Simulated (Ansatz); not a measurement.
Na2PdC2:
```xyz
5
Lattice="4.4527 0.0000 0.0000 -2.2263 3.8561 0.0000 0.0000 0.0000 5.2159" Properties=species:S:1:pos:R:3 pbc="T T T"
Na     0.0000     2.5707     3.7542
Na     2.2263     1.2854     1.4617
Pd     0.0000     0.0000     0.0000
C      0.0000     0.0000     3.2416
C      0.0000     0.0000     1.9743
```

Relaxed with PBEsol. Special points in fractions of this cell's reciprocal vectors: Γ (0.000, 0.000, 0.000); M (0.500, 0.000, 0.000); K (0.333, 0.333, 0.000); A (0.000, 0.000, 0.500); L (0.500, 0.000, 0.500); H (0.333, 0.333, 0.500).

List the band energies nearest the valence-band maximum at these points for PBEsol with spin–orbit coupling (plane waves, PAW; program Ansatz).

In eV from the valence-band maximum; about four levels below and three above (degenerate sets whole), none deeper than 8.9 eV; points with the same levels are listed once.

| k | below | above |
|---|---|---|
| Γ | -1.48 -1.48 -1.18 -1.18 | 4.23 4.23 5.94 5.94 |
| M | -1.05 -1.05 -0.32 -0.32 | 2.60 2.60 4.74 4.74 |
| K | -1.09 -1.09 -0.22 -0.22 | 3.38 3.38 3.43 3.43 |
| A | -0.14 -0.14 0.00 0.00 | 3.46 3.46 3.56 3.56 |
| L | -0.31 -0.31 -0.12 -0.12 | 0.65 0.65 3.02 3.02 |
| H | -0.28 -0.28 -0.21 -0.21 | 1.51 1.51 1.58 1.58 |

Space group P-3m1. The first step of the workflow began from a Materials Project structure, measured or hypothetical; the Crystallography Open Database copy checked does not list it. Whether it is the stable phase at ambient conditions was not checked. Symmetry was held in the PBEsol relaxation; whether a distortion lowers the energy is not shown. The run is not spin-polarised.

Potentials: the later of the program's two PAW sets.
